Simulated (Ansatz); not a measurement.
Ga2O3:
```
CELL_PARAMETERS angstrom
      2.49238     1.43898     4.48029
     -2.49238     1.43898     4.48029
      0.00000    -2.87795     4.48029
ATOMIC_POSITIONS crystal
  Ga 0.35540 0.35540 0.35540
  Ga 0.14460 0.14460 0.14460
  Ga 0.64460 0.64460 0.64460
  Ga 0.85540 0.85540 0.85540
  O  0.55361 0.94639 0.25000
  O  0.25000 0.55361 0.94639
  O  0.94639 0.25000 0.55361
  O  0.44639 0.05361 0.75000
  O  0.75000 0.44639 0.05361
  O  0.05361 0.75000 0.44639
```

Relaxed with r²SCAN.

Give the Bader charges and basin volumes of the independent atoms, r²SCAN in the plane-wave PAW code Ansatz.



```
atom  Bader charge (e)  Bader volume (Å³)
----  ----------------  -----------------
Ga1              +2.00                7.1
O5               -1.34               11.3
```

Space group R-3c (corundum). Symmetry was held in the r²SCAN relaxation.

Potentials: the later of the program's two PAW sets.
